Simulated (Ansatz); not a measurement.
Q: Write an Ansatz input for a single-point calculation of TmO with PBE (scalar-relativistic), a cutoff of 420 eV (density cutoff 4 times that), a Γ-centred 12×12×12 mesh and Gaussian smearing of 0.05 eV, without spin polarisation. Forces, stress and eigenvalues are wanted. The structure:
```
Tm O
1.0
     0.0000000000    2.6240028927    2.6240028927
     2.6240028927    0.0000000000    2.6240028927
     2.6240028927    2.6240028927    0.0000000000
Tm O
1 1
Direct
  0.0000000000 0.0000000000 0.0000000000
  0.2500000000 0.2500000000 0.2500000000
```

A: 
```yaml
crystal:
  lattice:
    - [0.0, 2.6240028927, 2.6240028927]
    - [2.6240028927, 0.0, 2.6240028927]
    - [2.6240028927, 2.6240028927, 0.0]
  atoms:
    - { symbol: Tm, position: [0.0, 0.0, 0.0] }
    - { symbol: O, position: [0.25, 0.25, 0.25] }
basis:
  ecutwfc: 420
  ecutrho_ratio: 4
kpoints:
  mp_grid: { grid: [12, 12, 12] }
hamiltonian:
  xc: pbe
scf:
  occupations: { method: gaussian, width: 0.05 }
output:
  forces: true
  stress: true
  eigenvalues: true
```

Launched as:
```sh
ansatz run input.yaml --threads 2 --pin off --max-ram 2662MiB --backend cpu --events-out ev --progress --plain --runs-dir out
```

Run as written, it has 29 valence electrons, 725 plane waves at Γ, 24 symmetry operations and 72 irreducible k-points; it took 10 SCF iterations in all. Run time: 3.5 s on 2 threads of Arm Neoverse V1, with other jobs on the host, peak memory 0.35 GiB.

The structure was built from a prototype; whether the compound forms in it isn't claimed.

This is a comparison run: without spin polarisation an open f shell isn't in its ground state, so the input isn't a model for production.
